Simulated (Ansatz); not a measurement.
# Pressure against volume: Li₂Pd

```cif
data_structure
_symmetry_space_group_name_H-M 'P 1'
_symmetry_Int_Tables_number 1
_cell_length_a 4.2267
_cell_length_b 4.2267
_cell_length_c 2.7319
_cell_angle_alpha 90.000
_cell_angle_beta 90.000
_cell_angle_gamma 120.000
_cell_volume 42.27
loop_
_atom_site_label
_atom_site_type_symbol
_atom_site_fract_x
_atom_site_fract_y
_atom_site_fract_z
_atom_site_occupancy
Li1 Li 0.33333 0.66667 0.50000 1
Li2 Li 0.66667 0.33333 0.50000 1
Pd1 Pd 0.00000 0.00000 0.00000 1
```

The runs use the primitive cell with vectors (4.227, 0.000, 0.000), (-2.113, 3.660, 0.000), (0.000, 0.000, 2.732) Å, to which the k mesh refers.

The cell comes from COD entry 1523156, which wasn't checked; take it as a given geometry.

Spin polarisation is left out, and whether a magnetic state lies lower isn't shown here.

All numbers are computed: DFT, LDA, all-electron LAPW, scalar-relativistic (Ansatz 0.2.0); DFT, LDA, PAW with Ansatz's default frozen-core files, scalar-relativistic (Ansatz 0.2.0).

For LAPW: a Γ-centred 11×11×15 k mesh, Fermi–Dirac smearing of 0.08 eV, basis error target 0.5 meV/atom, no spin polarisation. PAW takes a cutoff of 420 eV at this cell (files made with PBE, cores remade for this functional). The Ansatz runs share mesh, smearing and spin set-up. Plane-wave (PAW) pressures include the program's estimate of the Pulay term.

The cell above is scaled evenly, with fractional coordinates and shape held.

| V/V(cell) | V (Å³/atom) | P, LAPW (GPa) | P, PAW (GPa) |
| --- | --- | --- | --- |
| 0.9400 | 13.244 | -1.86 | -1.87 |
| 0.9800 | 13.807 | -4.04 | -4.04 |
| 1.0000 | 14.089 | -4.95 | -4.94 |
| 1.0100 | 14.230 | ? | ? |
| 1.0400 | 14.652 | -6.47 | -6.46 |

(1) Fill in the row V/V(cell) = 1.0100.

Results:

(1) P, LAPW (GPa) = -5.36, P, PAW (GPa) = -5.36.
